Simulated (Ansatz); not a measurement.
MgCrF6 (space group R-3)

```xyz
8
Lattice="2.5117 1.4501 4.4001 -2.5117 1.4501 4.4001 0.0000 -2.9003 4.4001" Properties=species:S:1:pos:R:3 pbc="T T T"
Mg     0.0000     0.0000     6.6002
Cr     0.0000     0.0000     0.0000
F     -1.5949    -0.2810     7.7430
F      1.5949     0.2810     5.4573
F      0.5541     1.5218     7.7430
F     -0.5541    -1.5218     5.4573
F      1.0408    -1.2407     7.7430
F     -1.0408     1.2407     5.4573
```

The slice is a (1 -1 0 2) plane (indices of the conventional cell) through the point (0.651, 0.237, 0.872) (fractional), spanned by u = [1 0 -1] and v = [010] in vectors of this cell: u (5.02 Å) and v (5.27 Å, at 90° to u). It covers one period; positions are fractions (u, v).

Level of theory: r2SCAN (plane waves to 500 eV, PAW, scalar-relativistic; Ansatz, a program for electronic structure). k mesh 8×8×8. These are valence fields of a PAW run, semicore shells included where kept as valence: close to a nucleus they are smooth pseudo fields. MgCrF6 is run spin-polarised and with no Hubbard U. MgCrF6 was relaxed with its symmetry unable to fall. Relaxed MgCrF6 ends ferromagnetic. Other magnetic orders were not checked, so this need not be the ground state.

Three fields on this plane, each scaled to ten steps between its own extremes (0 low, 9 high; the total valence density on a logarithmic scale, the potential cut 8 eV below its top; x marks points blanked near nuclei; v = 0 in the bottom row):

Map A
```
|xxxxx975433222211000023579xxxx|
|xxxxx875433332221100013568xxxx|
|xxxx98654333333221000124679xxx|
|xxx9875433333332211001235689xx|
|998875443334433321111123456789|
|777654433334443322111122345677|
|555443333334433322222223334455|
|443332223333333333333444333344|
|222222222333333333455555544332|
|211111222333333345567777655432|
|110001122233333456789999876532|
|11000111222223346789xxxxx87643|
|210000112222234568xxxxxxxx8753|
|210000111222234679xxxxxxxx9764|
|210000011122234689xxxxxxxxx864|
|31000001112223468xxxxxxxxxx864|
|210000111222234689xxxxxxxxx864|
|210001122222334679xxxxxxxx9754|
|2100112223333345689xxxxxxx8653|
|11011223333333346789xxxxx87643|
|111112333333333456788998876432|
|211122333433333344567777654332|
|222222333443333333445555543332|
|443333333333333222333443333334|
|555443333333332222222222334455|
|777654433333322221111122345677|
|998875443332222211000123456789|
|xxx9875433222221100001235689xx|
|xxxx98653322221110000124679xxx|
|xxxxx875432221110000013568xxxx|
|xxxxx975432221110000023579xxxx|
|xxxxx976432222110000023579xxxx|
```

Map B
```
|xxxxx124567789999999999976xxxx|
|xxxxx135567889999999999985xxxx|
|xxxx22456778899999999999866xxx|
|xxx2245667888999999999999855xx|
|333356677788999999999999987554|
|445666778888999998888899998875|
|877777788889999888888888999888|
|888888888999988887778888899988|
|888888889999888777777778889998|
|998888999998887766665456788999|
|999999999988877665434335568999|
|99999999998877655320xxxxx66899|
|999999999887765541xxxxxxxx6799|
|999999999887665422xxxxxxxx4689|
|999999999887665410xxxxxxxxx589|
|99999999988765541xxxxxxxxxx589|
|999999999887665421xxxxxxxxx589|
|999999999887765432xxxxxxxx5689|
|9999999999887665421xxxxxxx5799|
|99999999998877665421xxxxx56899|
|999999999988877665534445568999|
|998899999998887777666556788999|
|888888889999888877777788889998|
|888888888899988888888888999988|
|877777788889999888888889999888|
|445666777888999999988999998765|
|333345667788999999999999987554|
|xxx2245667788999999999999855xx|
|xxxx22456678899999999999866xxx|
|xxxxx134567789999999999985xxxx|
|xxxxx124567789999999999976xxxx|
|xxxxx124567789999999999976xxxx|
```

Map C
```
|xxxxx101221222222222223359xxxx|
|xxxxx111122222222222222347xxxx|
|xxxx21112122222222222223458xxx|
|xxx2212222222223222222233456xx|
|221222222222332222222222333433|
|222222222222323222222222233332|
|222222222222222222222222222222|
|222222222222222222222222222222|
|222222222222222222222222222222|
|222222222222222222222222233222|
|222222222222222222222223333322|
|22222222222222222233xxxxx54332|
|222222222222222223xxxxxxxx6433|
|222222222222221235xxxxxxxx9543|
|322222222222221237xxxxxxxxx643|
|22222222222222123xxxxxxxxxx743|
|322222222222221237xxxxxxxxx643|
|222222222222221235xxxxxxxx7532|
|2222222222222222236xxxxxxx4333|
|22222222222222222234xxxxx33322|
|222222222222222222222211222222|
|222222222222222222222111222222|
|222222222222222222222222222222|
|222222222222222222222222222222|
|111122222222222222222222222221|
|111112222222222222222222222211|
|001111122222222222222222222210|
|xxx2111222222222222222223333xx|
|xxxx21112222222222222222345xxx|
|xxxxx111222222222222223346xxxx|
|xxxxx101221222222222222348xxxx|
|xxxxx201222222222222223359xxxx|
```

Assign the maps to these fields: valence electron density; spin density, up minus down; electrostatic potential energy of an electron, from the cell's mean.

A is the valence electron density; B is the electrostatic potential energy of an electron, from the cell's mean; C is the spin density, up minus down.
